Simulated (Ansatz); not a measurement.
MgS:
```yaml
crystal:
  lattice:
    - [0.00000, 2.61485, 2.61485]
    - [2.61485, 0.00000, 2.61485]
    - [2.61485, 2.61485, 0.00000]
  atoms:
    - { symbol: S, position: [0.00000, 0.00000, 0.00000] }
    - { symbol: Mg, position: [0.50000, 0.50000, 0.50000] }
```

Relaxed with PBE.

Question: Tabulate the valence density and the electron localisation function along the shortest S–Mg contact (2.61 Å), DFT-PBE in the program Ansatz with PAW potentials.

Answer: 

```
distance from S (Å)  density (e/Å³)   ELF
-------------------  --------------  ----
0.26                           0.52  0.09
0.39                           0.93  0.39
0.52                           1.14  0.68
0.65                           1.12  0.82
0.78                           0.94  0.87
0.92                           0.71  0.88
1.05                           0.51  0.86
1.18                           0.36  0.83
1.31                           0.27  0.73
1.44                           0.20  0.45
1.57                           0.17  0.13
1.70                           0.17  0.05
1.83                           0.28  0.09
1.96                           0.97  0.28
2.09                           3.62  0.42
2.22                           9.81  0.41
2.35                          19.02  0.31
```

The density is the valence pseudo-density with augmentation charge, so density and ELF within about 1 Å of a nucleus are not all-electron values.

Space group Fm-3m (rock salt). The cell was relaxed with PBE under the symmetry of its start; phonons on a q-mesh show no instability.

Potentials: the later of the program's two PAW sets.
